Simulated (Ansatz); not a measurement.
A relaxed 1×1 slab of 4 planes, cut along (10-10) from a hcp crystal of one element, has a cell area of 10.06 Å² and a bulk spacing of 0.720 Å between its first planes. All-electron LAPW in Ansatz 0.2.0 (PBE, scalar-relativistic, ferromagnetic start) gives γ = 2.27 J/m², Φ = 4.76 eV and a change of the outer spacing of -21.6 %, with 1.87 μB on the outer atom. The hcp structure needn't be the element's own.

Q: Which element is it?

A: Co. Neighbours weren't tried against these numbers.
